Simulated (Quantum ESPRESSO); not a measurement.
## Ti3GaO7F (finding a planted mistake in a log)

Simulated, not a measurement. The program is pw.x of Quantum ESPRESSO 7.5 (plane-wave density functional theory). The cell is made up: 12 atoms on a fluorite lattice, with randomly drawn elements, strain and displacements, not relaxed. PseudoDojo standard norm-conserving files (v0.5 for PBE, v0.4.1 for LDA and PBEsol) set the functional; there is no spin polarisation, spin-orbit coupling or dispersion term, and the masses in the input are unused placeholders.

Intended input:

```
&control calculation='scf', pseudo_dir='./dojo.nc.sr.pbe.v0_5.standard.upf', outdir='./o', disk_io='low', tprnfor=.true., tstress=.true. /
&system ibrav=0, nat=12, ntyp=4, nbnd=55, ecutwfc=84.00895049, nosym=.true., tot_charge=0,
 occupations='smearing', smearing='fd', degauss=0.0018374661
/
&electrons conv_thr=7.350e-09, electron_maxstep=60, /
ATOMIC_SPECIES
F 1.0 F.upf
Ga 1.0 Ga.upf
O 1.0 O.upf
Ti 1.0 Ti.upf
CELL_PARAMETERS angstrom
4.7652 -0.033 0.0068
-0.033 4.7052 -0.0382
0.0068 -0.0382 4.8241
ATOMIC_POSITIONS angstrom
Ti -0.0613 0.0309 -0.0385
Ti -0.0514 2.3819 2.3447
Ti 2.3919 -0.0437 2.377
Ga 2.3657 2.3347 0.0042
O 1.2112 1.1715 1.1996
F 1.1659 1.1477 3.6234
O 1.1766 3.4963 1.1568
O 1.1728 3.4735 3.6263
O 3.5391 1.1205 1.1528
O 3.5842 1.0593 3.6043
O 3.5706 3.5074 1.2476
O 3.5446 3.4565 3.5542
K_POINTS automatic
5 5 5 1 1 1
```

The log is shortened where brackets say so; the opening notice, blank lines, dates and the lines on written files are dropped, and the path of the files is cut. It prints rydbergs, bohrs and kilobars, and counts compression as positive stress. Where no state is partly filled, the Fermi energy that it prints is only some level between the filled and the empty states on the mesh, and need not lie in the true gap.

Log of the intended run:

```
     Program PWSCF v.7.5
     Parallel version (MPI & OpenMP), running on       4 processor cores
     Number of MPI processes:                 4
     Threads/MPI process:                     1
     [start-up lines left out]
     bravais-lattice index     =            0
     lattice parameter (alat)  =       9.0051  a.u.
     unit-cell volume          =     729.8310 (a.u.)^3
     number of atoms/cell      =           12
     number of atomic types    =            4
     number of electrons       =        98.00
     number of Kohn-Sham states=           55
     kinetic-energy cutoff     =      84.0090  Ry
     charge density cutoff     =     336.0358  Ry
     scf convergence threshold =      7.3E-09
     mixing beta               =       0.7000
     number of iterations used =            8  plain     mixing
     Exchange-correlation= PBE
                           (   1   4   3   4   0   0   0)
     [axes and pseudopotential details left out]
   Cartesian axes
     site n.     atom                  positions (alat units)
         1        Ti     tau(   1) = (  -0.0128638   0.0064844  -0.0080792  )
         2        Ti     tau(   2) = (  -0.0107863   0.4998406   0.4920342  )
         3        Ti     tau(   3) = (   0.5019391  -0.0091704   0.4988123  )
         4        Ga     tau(   4) = (   0.4964410   0.4899357   0.0008814  )
         5        O      tau(   5) = (   0.2541698   0.2458387   0.2517355  )
         6        F      tau(   6) = (   0.2446636   0.2408443   0.7603688  )
         7        O      tau(   7) = (   0.2469090   0.7336969   0.2427539  )
         8        O      tau(   8) = (   0.2461115   0.7289124   0.7609774  )
         9        O      tau(   9) = (   0.7426785   0.2351364   0.2419145  )
        10        O      tau(  10) = (   0.7521427   0.2222936   0.7563607  )
        11        O      tau(  11) = (   0.7492887   0.7360263   0.2618083  )
        12        O      tau(  12) = (   0.7438327   0.7253449   0.7458472  )
     number of k points=    63  Fermi-Dirac smearing, width (Ry)=  0.0018
                       cart. coord. in units 2pi/alat
        k(    1) = (   0.1005724   0.1027905   0.0994537), wk =   0.0320000
        k(    2) = (   0.1003016   0.1043927   0.2970298), wk =   0.0320000
     [further k points left out]
     Dense  grid:    75933 G-vectors     FFT dimensions: (  54,  54,  54)
     Estimated max dynamical RAM per process >     248.66 MB
     Estimated total dynamical RAM >     939.03 MB
     Initial potential from superposition of free atoms
     starting charge      97.9925, renormalised to      98.0000
     Starting wfcs are   71 randomized atomic wfcs
     total cpu time spent up to now is        5.8 secs
     per-process dynamical memory:   199.7 Mb
     Self-consistent Calculation
     iteration #  1     ecut=    84.01 Ry     beta= 0.70
     Davidson diagonalization with overlap
     ethr =  1.00E-02,  avg # of iterations =  2.0
     total cpu time spent up to now is       15.7 secs
     total energy              =    -787.98097689 Ry
     estimated scf accuracy    <       5.19536031 Ry
     iteration #  2     ecut=    84.01 Ry     beta= 0.70
     Davidson diagonalization with overlap
     ethr =  5.30E-03,  avg # of iterations =  8.0
     total cpu time spent up to now is       35.0 secs
     total energy              =    -780.26940672 Ry
     estimated scf accuracy    <      79.12723292 Ry
     [iterations 3 to 18 left out]
     iteration # 19     ecut=    84.01 Ry     beta= 0.70
     Davidson diagonalization with overlap
     ethr =  9.09E-11,  avg # of iterations =  2.2
     total cpu time spent up to now is      226.9 secs
     total energy              =    -790.76518460 Ry
     estimated scf accuracy    <       0.00000002 Ry
     iteration # 20     ecut=    84.01 Ry     beta= 0.70
     Davidson diagonalization with overlap
     ethr =  2.15E-11,  avg # of iterations =  5.1
     total cpu time spent up to now is      239.7 secs
     End of self-consistent calculation
     [lines on levels left out]
     the Fermi energy is    12.6981 ev
!    total energy              =    -790.76518460 Ry
     estimated scf accuracy    <          3.8E-09 Ry
     smearing contrib. (-TS)   =      -0.00000000 Ry
     internal energy E=F+TS    =    -790.76518460 Ry
     The total energy is F=E-TS. E is the sum of the following terms:
     one-electron contribution =    -185.26458483 Ry
     hartree contribution      =     160.89134663 Ry
     xc contribution           =    -164.46734197 Ry
     ewald contribution        =    -601.92460443 Ry
     convergence has been achieved in  20 iterations
     Forces acting on atoms (cartesian axes, Ry/au):
     atom    1 type  4   force =    -0.02984810   -0.06212822    0.05544802
     atom    2 type  4   force =    -0.01565002    0.05748716   -0.03853219
     atom    3 type  4   force =     0.03012303   -0.05907963   -0.04471050
     atom    4 type  2   force =     0.02185612    0.03663156    0.02088109
     atom    5 type  3   force =    -0.03015301   -0.02370767    0.01607412
     atom    6 type  1   force =     0.00313339   -0.01063982   -0.01529776
     atom    7 type  3   force =    -0.01166619    0.01359927    0.02782520
     atom    8 type  3   force =    -0.01049748    0.01815976   -0.03072670
     atom    9 type  3   force =     0.02023043    0.01298419    0.01414907
     atom   10 type  3   force =    -0.00032811    0.01723017   -0.02026173
     atom   11 type  3   force =     0.01905254    0.01432682   -0.01605655
     atom   12 type  3   force =     0.00374740   -0.01486359    0.03120795
     Total force =     0.172043     Total SCF correction =     0.000205
     Computing stress (Cartesian axis) and pressure
          total   stress  (Ry/bohr**3)                   (kbar)     P=      147.39
   0.00098881  -0.00005877  -0.00001764          145.46       -8.65       -2.60
  -0.00005877   0.00143168   0.00001897           -8.65      210.61        2.79
  -0.00001764   0.00001897   0.00058532           -2.60        2.79       86.10
     init_run     :      5.33s CPU      5.58s WALL (       1 calls)
     electrons    :    233.03s CPU    233.92s WALL (       1 calls)
     forces       :      1.99s CPU      2.00s WALL (       1 calls)
     stress       :      6.94s CPU      6.95s WALL (       1 calls)
     [timing details left out]
     PWSCF        :   4m 7.58s CPU   4m 8.81s WALL
     JOB DONE.
```

A second run was made from an input with one planted mistake. Its log:

```
     Program PWSCF v.7.5
     Parallel version (MPI & OpenMP), running on       4 processor cores
     Number of MPI processes:                 4
     Threads/MPI process:                     1
     [start-up lines left out]
     bravais-lattice index     =            0
     lattice parameter (alat)  =       9.0051  a.u.
     unit-cell volume          =     729.8310 (a.u.)^3
     number of atoms/cell      =           12
     number of atomic types    =            4
     number of electrons       =        98.00
     number of Kohn-Sham states=           55
     kinetic-energy cutoff     =      84.0090  Ry
     charge density cutoff     =     336.0358  Ry
     scf convergence threshold =      7.3E-09
     mixing beta               =       0.7000
     number of iterations used =            8  plain     mixing
     Exchange-correlation= SLA  PW   NOGX NOGC
                           (   1   4   0   0   0   0   0)
     [axes and pseudopotential details left out]
   Cartesian axes
     site n.     atom                  positions (alat units)
         1        Ti     tau(   1) = (  -0.0128638   0.0064844  -0.0080792  )
         2        Ti     tau(   2) = (  -0.0107863   0.4998406   0.4920342  )
         3        Ti     tau(   3) = (   0.5019391  -0.0091704   0.4988123  )
         4        Ga     tau(   4) = (   0.4964410   0.4899357   0.0008814  )
         5        O      tau(   5) = (   0.2541698   0.2458387   0.2517355  )
         6        F      tau(   6) = (   0.2446636   0.2408443   0.7603688  )
         7        O      tau(   7) = (   0.2469090   0.7336969   0.2427539  )
         8        O      tau(   8) = (   0.2461115   0.7289124   0.7609774  )
         9        O      tau(   9) = (   0.7426785   0.2351364   0.2419145  )
        10        O      tau(  10) = (   0.7521427   0.2222936   0.7563607  )
        11        O      tau(  11) = (   0.7492887   0.7360263   0.2618083  )
        12        O      tau(  12) = (   0.7438327   0.7253449   0.7458472  )
     number of k points=    63  Fermi-Dirac smearing, width (Ry)=  0.0018
                       cart. coord. in units 2pi/alat
        k(    1) = (   0.1005724   0.1027905   0.0994537), wk =   0.0320000
        k(    2) = (   0.1003016   0.1043927   0.2970298), wk =   0.0320000
     [further k points left out]
     Dense  grid:    75933 G-vectors     FFT dimensions: (  54,  54,  54)
     Estimated max dynamical RAM per process >     248.66 MB
     Estimated total dynamical RAM >     939.03 MB
     Initial potential from superposition of free atoms
     starting charge      97.9939, renormalised to      98.0000
     Starting wfcs are   71 randomized atomic wfcs
     total cpu time spent up to now is        5.2 secs
     per-process dynamical memory:   199.7 Mb
     Self-consistent Calculation
     iteration #  1     ecut=    84.01 Ry     beta= 0.70
     Davidson diagonalization with overlap
     ethr =  1.00E-02,  avg # of iterations =  2.0
     total cpu time spent up to now is       14.4 secs
     total energy              =    -787.37116818 Ry
     estimated scf accuracy    <       4.97050313 Ry
     iteration #  2     ecut=    84.01 Ry     beta= 0.70
     Davidson diagonalization with overlap
     ethr =  5.07E-03,  avg # of iterations =  7.9
     total cpu time spent up to now is       32.3 secs
     total energy              =    -780.04209448 Ry
     estimated scf accuracy    <      76.36068541 Ry
     [iterations 3 to 25 left out]
     iteration # 26     ecut=    84.01 Ry     beta= 0.70
     Davidson diagonalization with overlap
     ethr =  5.93E-11,  avg # of iterations =  4.5
     total cpu time spent up to now is      289.8 secs
     total energy              =    -790.08250356 Ry
     estimated scf accuracy    <       0.00000001 Ry
     iteration # 27     ecut=    84.01 Ry     beta= 0.70
     Davidson diagonalization with overlap
     ethr =  1.06E-11,  avg # of iterations =  6.4
     total cpu time spent up to now is      304.6 secs
     End of self-consistent calculation
     [lines on levels left out]
     the Fermi energy is    12.2377 ev
!    total energy              =    -790.08250356 Ry
     estimated scf accuracy    <          2.1E-09 Ry
     smearing contrib. (-TS)   =      -0.00000001 Ry
     internal energy E=F+TS    =    -790.08250355 Ry
     The total energy is F=E-TS. E is the sum of the following terms:
     one-electron contribution =    -186.02195955 Ry
     hartree contribution      =     159.75507117 Ry
     xc contribution           =    -161.89101074 Ry
     ewald contribution        =    -601.92460443 Ry
     convergence has been achieved in  27 iterations
     Forces acting on atoms (cartesian axes, Ry/au):
     atom    1 type  4   force =    -0.03150765   -0.05904550    0.05273145
     atom    2 type  4   force =    -0.01730675    0.05975515   -0.03923050
     atom    3 type  4   force =     0.03209195   -0.05893368   -0.04559861
     atom    4 type  2   force =     0.01880454    0.03572999    0.02252307
     atom    5 type  3   force =    -0.02861345   -0.02257878    0.01513498
     atom    6 type  1   force =     0.00232366   -0.01125743   -0.01364905
     atom    7 type  3   force =    -0.00994657    0.01112785    0.02756100
     atom    8 type  3   force =    -0.01070754    0.01752133   -0.03003304
     atom    9 type  3   force =     0.01899535    0.01253410    0.01250795
     atom   10 type  3   force =     0.00116730    0.01380502   -0.01966448
     atom   11 type  3   force =     0.02002186    0.01550511   -0.01169463
     atom   12 type  3   force =     0.00467731   -0.01416316    0.02941186
     Total force =     0.169379     Total SCF correction =     0.000100
     Computing stress (Cartesian axis) and pressure
          total   stress  (Ry/bohr**3)                   (kbar)     P=      -13.35
  -0.00010357  -0.00004444  -0.00001486          -15.24       -6.54       -2.19
  -0.00004444   0.00033650   0.00002624           -6.54       49.50        3.86
  -0.00001486   0.00002624  -0.00050508           -2.19        3.86      -74.30
     init_run     :      4.78s CPU      4.99s WALL (       1 calls)
     electrons    :    293.32s CPU    299.38s WALL (       1 calls)
     forces       :      2.04s CPU      2.06s WALL (       1 calls)
     stress       :      7.04s CPU      7.05s WALL (       1 calls)
     [timing details left out]
     PWSCF        :   5m 7.49s CPU   5m13.82s WALL
     JOB DONE.
```

Question: what was wrong in the second input?

Answer: the files are those of another functional. The input lines that differ, file-writing options aside:

```
- &control calculation='scf', pseudo_dir='./dojo.nc.sr.pbe.v0_5.standard.upf', outdir='./o', disk_io='low', tprnfor=.true., tstress=.true. /
+ &control calculation='scf', pseudo_dir='./dojo.nc.sr.lda.v0_4_1.standard.upf', outdir='./o', disk_io='low', tprnfor=.true., tstress=.true. /
```

```
                                            intended run  run with the mistake
                          free energy (eV)    -10758.908            -10749.620
                    smearing term -TS (eV)        0.0000                0.0000
                            pressure (GPa)         14.74                 -1.33
            largest force component (eV/Å)         1.597                 1.536
largest change of a force component (eV/Å)                               0.112
                                iterations            20                    27
```

For scale, a rerun of the intended cell at a cutoff of 1437 eV and k mesh 7 x 7 x 7 moved values by no more than 0.002 eV in energy, 0.06 GPa in stress and 0.004 eV/Å in force. Files of another functional have another zero of energy, so the energy change says nothing on stability.